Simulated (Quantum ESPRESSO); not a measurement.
Band energies of K3RhF6

```xyz
10
Lattice="0.0000 4.4106 4.4106 4.4106 0.0000 4.4106 4.4106 4.4106 0.0000" Properties=species:S:1:pos:R:3 pbc="T T T"
F      4.4106     4.4106     1.9766
F      4.4106     4.4106     6.8446
F      1.9766     4.4106     4.4106
F      6.8446     4.4106     4.4106
F      4.4106     1.9766     4.4106
F      4.4106     6.8446     4.4106
K      2.2053     2.2053     2.2053
K      6.6159     6.6159     6.6159
K      4.4106     4.4106     4.4106
Rh     0.0000     0.0000     0.0000
```

PBEsol (Quantum ESPRESSO, PseudoDojo norm-conserving, 88 Ry, no spin-orbit coupling); path ΓXWKΓLUWLK,UX; energies in eV from the valence-band maximum.

```
k (1/Å)  point  band 39  band 40  band 41  band 42  band 43  band 44  band 45  band 46
-------  -----  -------  -------  -------  -------  -------  -------  -------  -------
0.00         Γ    -3.13    -3.13    -0.16    -0.16    -0.16     2.25     2.25     3.36
0.24              -3.19    -3.13    -0.17    -0.11    -0.11     2.25     2.31     3.73
0.47              -3.34    -3.14    -0.18    -0.03    -0.03     2.24     2.26     4.66
0.71         X    -3.44    -3.14    -0.18     0.00     0.00     2.11     2.26     5.51
0.71         W    -3.26    -3.26    -0.08    -0.08     0.00     2.15     2.36     5.99
0.96         K    -3.36    -3.19    -0.13    -0.03    -0.02     2.17     2.34     5.77
1.15              -3.27    -3.25    -0.08    -0.07    -0.05     2.25     2.40     5.11
1.34              -3.22    -3.19    -0.12    -0.10    -0.08     2.28     2.38     4.23
1.53              -3.16    -3.15    -0.15    -0.14    -0.13     2.26     2.29     3.59
1.72         Γ    -3.13    -3.13    -0.16    -0.16    -0.16     2.25     2.25     3.36
1.93              -3.16    -3.15    -0.14    -0.14    -0.14     2.29     2.29     3.64
2.13              -3.23    -3.20    -0.11    -0.09    -0.09     2.37     2.37     4.36
2.34         L    -3.27    -3.23    -0.10    -0.06    -0.06     2.40     2.40     5.29
2.55              -3.29    -3.23    -0.09    -0.06    -0.05     2.30     2.39     5.48
2.77         U    -3.36    -3.19    -0.13    -0.03    -0.02     2.17     2.34     5.77
2.77         W    -3.26    -3.26    -0.08    -0.08     0.00     2.15     2.36     5.99
2.90              -3.26    -3.25    -0.09    -0.08    -0.01     2.18     2.37     5.80
3.02              -3.26    -3.25    -0.09    -0.07    -0.03     2.27     2.38     5.54
3.15              -3.27    -3.24    -0.09    -0.07    -0.06     2.37     2.40     5.36
3.28         L    -3.27    -3.23    -0.10    -0.06    -0.06     2.40     2.40     5.29
3.39              -3.27    -3.24    -0.09    -0.07    -0.06     2.38     2.40     5.34
3.49              -3.29    -3.23    -0.09    -0.06    -0.05     2.30     2.39     5.48
3.60              -3.32    -3.21    -0.11    -0.04    -0.03     2.22     2.36     5.68
3.71         K    -3.36    -3.19    -0.13    -0.03    -0.02     2.17     2.34     5.77
3.71         U    -3.36    -3.19    -0.13    -0.03    -0.02     2.17     2.34     5.77
3.96         X    -3.44    -3.14    -0.18     0.00     0.00     2.11     2.26     5.51
```

The PBEsol gap is direct, 2.11 eV at X. Another valence extremum on the path lies within 0.02 eV, too close to call.

Spin-orbit splittings are left out.

Geometry of the Materials Project entry, not relaxed at this level.

The structure is a Materials Project entry; no match was found in the copy of COD used, and its stability was not checked.
